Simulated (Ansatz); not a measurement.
Te (trigonal-Te type, space group P3_121)

```yaml
crystal:
  lattice:
    - [4.62412, 0.00000, 0.00000]
    - [-2.31206, 4.00460, 0.00000]
    - [0.00000, 0.00000, 5.90339]
  atoms:
    - { symbol: Te, position: [0.25335, 0.00000, 0.33333] }
    - { symbol: Te, position: [0.00000, 0.25335, 0.66667] }
    - { symbol: Te, position: [0.74665, 0.74665, 0.00000] }
```

Scan: atom 1 (Te, nearest neighbour Te at 2.827 Å; its periodic images, 4.6 Å or more away, move with it) is displaced along Cartesian [110], direction (0.707, 0.707, 0.000) in Cartesian axes, by s. The other atoms stay.

The numbers are results of r2SCAN (plane waves to 500 eV, PAW, scalar-relativistic; Ansatz, a first-principles code), not measurements. k mesh 7×7×5 (Γ-centred), Fermi-Dirac smearing 0.05 eV. The energy includes the smearing's −TS. Spin-orbit coupling is left out, though Te is heavy. Te was relaxed with its symmetry unable to fall. The zero of ΔE is the undisplaced structure.

| s (Å) | ΔE (meV/cell) |
|---|---|
| -0.280 | 154.3 |
| -0.224 | 96.1 |
| -0.168 | 52.5 |
| -0.112 | 22.6 |
| -0.056 | 5.4 |
| 0.000 | 0.0 |
| 0.056 | 5.2 |
| 0.112 | 19.9 |
| 0.168 | 43.1 |
| 0.224 | 73.6 |
| 0.280 | 110.2 |

Question: What force constant k = d²E/ds² at s = 0 does the table give?

Answer: 3.4 eV/Å². It is the second difference of the nearest points, corrected with the next pair.

Question: With k = 3.39 eV/Å² from the forces, is the well harmonic out to s = 0.280 Å?

Answer: ½ks² = 133.0 meV/cell against the computed 110.2 meV/cell, so the well is softer than harmonic there.

(For displaced atoms, the force is minus the slope of the energy, and its curvature is a force constant, which sets phonon frequencies.)
